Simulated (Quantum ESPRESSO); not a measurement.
Space group Fd-3m, origin choice 1 (No. 227); a = 6.4756 Å, b = 6.4756 Å, c = 6.4756 Å, α = 90.00°, β = 90.00°, γ = 90.00°

```
atom  site  symmetry       x       y       z
----  ----  --------  ------  ------  ------
Sn      8a      -43m  0.0000  0.0000  0.0000
```
(The calculation used a cell of 2 atoms; values per cell refer to that cell.)

Cell and atoms were relaxed with LDA from Materials Project entry mp-117, within its symmetry.

Problem. What does LDA (Quantum ESPRESSO, PseudoDojo norm-conserving, 72 Ry, scalar-relativistic) give for the electronic structure near the Fermi level?

Solution. At this level the gap is closed or nearly so: along the path the highest valence and lowest conduction bands touch, or overlap by less than 0.6 eV, a zero-gap or semimetallic result; the valence top lies at Γ, the conduction bottom at L, 0.19 eV lower. Spin-orbit splittings are left out.
